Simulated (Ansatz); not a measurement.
Consider the following.

HfO2 (fluorite)

```yaml
crystal:
  lattice:
    - [0.00000, 2.54906, 2.54906]
    - [2.54906, 0.00000, 2.54906]
    - [2.54906, 2.54906, 0.00000]
  atoms:
    - { symbol: Hf, position: [0.00000, 0.00000, 0.00000] }
    - { symbol: O, position: [0.25000, 0.25000, 0.25000] }
    - { symbol: O, position: [0.75000, 0.75000, 0.75000] }
```

In each cell atom 2 (O, nearest neighbour Hf at 2.208 Å; its periodic images, 3.6 Å or more away, move with it) moves by s·(0.707, 0.707, 0.000) (along Cartesian [110]), the rest being held.

The numbers are results of PBE (plane waves to 420 eV, PAW, scalar-relativistic; Ansatz, a first-principles code), not measurements. k mesh 9×9×9 (Γ-centred), Fermi-Dirac smearing 0.05 eV. E stands for the smeared free energy. HfO2 is run without spin polarisation. HfO2 was relaxed with its symmetry unable to fall. Spin-orbit coupling is left out, though Hf is heavy. The PAW data are Ansatz's earlier set. This is a high-temperature form of HfO2. The zero of ΔE is the undisplaced structure.

The scan covers s from -0.220 to 0.220 Å in 11 points.

Question: Is this a single well or a double well?

Answer: A single well with its minimum at or next to zero displacement.

Question: Is the energy the same for equal positive and negative displacements?

Answer: Even: the same for both signs. With its periodic images moving along, the atom's site symmetry in this cell is -43m.

Question: What is the force constant k = d²E/ds² of this move at s = 0?

Answer: 10.5 eV/Å².

(A displaced cell: forces are minus the slopes of the energy, force constants its curvatures, and phonons follow from these.)
